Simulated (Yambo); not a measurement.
A G0W0@PBEsol run in Yambo for SiO₂ (α-quartz, space group P3_121, No. 152) (3×3×4 Γ-centred k mesh, 213 bands and a 8 Ry block in the screening, 213 bands in G with the Bruneval-Gonze terminator, plasmon pole fitted at 27.2 eV) gives these matrix elements, in eV, at the band edges (K → Γ):

```csv
state,E0,<Vxc>,<Σx>,<Σc(E0)>,Z
valence edge,0.000,-19.851,-25.838,3.774,0.819
conduction edge,5.867,-11.174,-6.649,-3.277,0.870
```

Q: Solve the linearised quasiparticle equation for both states, give the gap, and say how exchange and correlation each act on it.

A: E = E0 + Z(Σx + Σc − Vxc). Valence: 0.000 + 0.819 × (-25.838 + (3.774) − (-19.851)) = -1.81 eV. Conduction: 5.867 + 0.870 × (-6.649 + (-3.277) − (-11.174)) = 6.95 eV. The gap is 8.77 eV, against 5.87 eV in PBEsol. Replacing Vxc by bare exchange alone would open it by 10.51 eV; correlation takes back 7.05 eV of that, and Z scales what is left. Nearest settings tried, and what they do to the gap: 80 bands in G: +11 meV; 80 bands in W, 80 bands in G: +94 meV; 7 Ry block (243 vectors against 327): -73 meV; 3×3×2 mesh: -8 meV. So the settings aren't converged at that level. 

Geometry of the Materials Project entry, not relaxed at this level; primitive cell a = 4.915 Å, b = 4.915 Å, c = 5.431 Å, α = 90.00°, β = 90.00°, γ = 120.00°.
